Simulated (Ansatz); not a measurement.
## MgNiH under strain

Method: Ansatz 0.2.0, DFT PBEsol, scalar-relativistic, plane waves, PAW. Run with 420 eV cutoff, 14×14×14 k-mesh, Gaussian smearing of 0.10 eV, no spin polarisation.

The relaxed crystal:

```
Mg Ni H
1.0
     3.06673    0.00000    0.00000
     0.00000    3.06673    0.00000
     0.00000    0.00000    3.21405
Mg Ni H
1 1 1
Direct
  0.00000 0.00000 0.00000
  0.50000 0.50000 0.50000
  0.50000 0.50000 0.00000
```

Deformation: biaxial strain in the a-b plane, with the length and tilt of c and the atoms relaxed, all within the symmetry that the strain leaves. Energies are extrapolated to zero smearing.

```
strain (%)  ΔE (meV/atom) a (Å) b (Å) c (Å)
      -3.0            8.5  2.975  2.975  3.278
      -2.0            3.8  3.005  3.005  3.256
      -1.0            0.9  3.036  3.036  3.234
      +0.0            0.0  3.067  3.067  3.214
      +1.0            0.9  3.097  3.097  3.195
      +2.0            3.5  3.128  3.128  3.179
      +3.0            7.8  3.159  3.159  3.166
```

Q: What stiffness (1/V) d²E/dε² at zero strain does a cubic fit over all points give?

A: A cubic fit gives (1/V) d²E/dε² = 288 GPa at zero strain (twice the biaxial modulus).

Q: How does the free axis c answer a small strain?

A: Between the innermost points its strain is -0.60 times the applied one.